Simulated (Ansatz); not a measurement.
SnAu (NiAs type, space group No. 194) at seven volumes, DFT-LDA in the program Ansatz with PAW potentials, shape and atoms relaxed at each. One row is withheld.

```tsv
V (Å³/atom)	P (GPa)
20.003	11.66
20.663	7.00
21.322	3.17
21.982	0.00
22.641	-2.66
23.301	?
23.960	-6.73
```

Q: Fit the shown pressures and predict the withheld one.

A: P = (3/2)B₀(x^(7/2) − x^(5/2))[1 + (3/4)(B′ − 4)(x − 1)] with x = (V₀/V)^(2/3). Least squares on the six rows gives V₀ = 21.978 Å³/atom, B₀ = 97.1 GPa, B′ = 5.13. At V = 23.301, x = 0.9618 and P = -4.89 GPa. The run itself gave -4.89 GPa.

Space group P6_3/mmc (NiAs type). The workflow started from a Materials Project entry (that database holds measured and hypothetical structures alike); the Crystallography Open Database files this formula in space group No. 194, but the cells were not matched. Whether it is the stable phase at ambient conditions was not checked. Symmetry was held in the LDA relaxation; of distortions, only those at the zone centre were tested. Spin–orbit coupling is left out wherever it is not named.

Potentials: the later of the program's two PAW sets.
